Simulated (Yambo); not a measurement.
# Ba₂MgWO₆: lowest vertical excitons

```
CELL_PARAMETERS angstrom
      0.00000     4.11818     4.11818
      4.11818     0.00000     4.11818
      4.11818     4.11818     0.00000
ATOMIC_POSITIONS crystal
  O  0.76132 0.76132 0.23868
  O  0.23868 0.23868 0.76132
  O  0.23868 0.76132 0.76132
  O  0.76132 0.23868 0.23868
  O  0.76132 0.23868 0.76132
  O  0.23868 0.76132 0.23868
  Mg 0.50000 0.50000 0.50000
  Ba 0.75000 0.75000 0.75000
  Ba 0.25000 0.25000 0.25000
  W  0.00000 0.00000 0.00000
```

The geometry is that of Materials Project entry mp-18986, symmetrised and not relaxed again.

BSE in Yambo on PBEsol (Quantum ESPRESSO, PseudoDojo norm-conserving, 84 Ry, scalar-relativistic) bands: 4×4×4 mesh, 15 valence and 9 conduction bands, static screening with 91 bands and a 3 Ry block, scissor 1.73 eV, Tamm-Dancoff; field along x.

```csv
state,energy (eV),states within 2 meV,relative strength,class,main transitions
1,3.57,1,< 0.01,dark,several band pairs
2,3.71,3,< 0.01,dark,several band pairs
3,3.80,3,< 0.01,dark,several band pairs
4,3.98,3,< 0.01,dark,several band pairs
5,4.07,2,< 0.01,weak,VB → CB (97 %)
6,4.08,2,< 0.01,dark,several band pairs
```

These are vertical excitations (zero momentum). The direct quasiparticle gap on this mesh is 4.51 eV; counted from there, state 1 is bound by 0.95 eV. Convergence with the mesh was not shown.

Spin singlets only. Strengths are relative to the strongest of the lowest states of this run; strong means a line over 3 % of the spectrum's maximum, dark under 0.03 %. Absolute energies carry the error of the G0W0 scissor, whose convergence isn't established.

Without spin-orbit coupling, band edges of such heavy elements can be off by tenths of an eV.
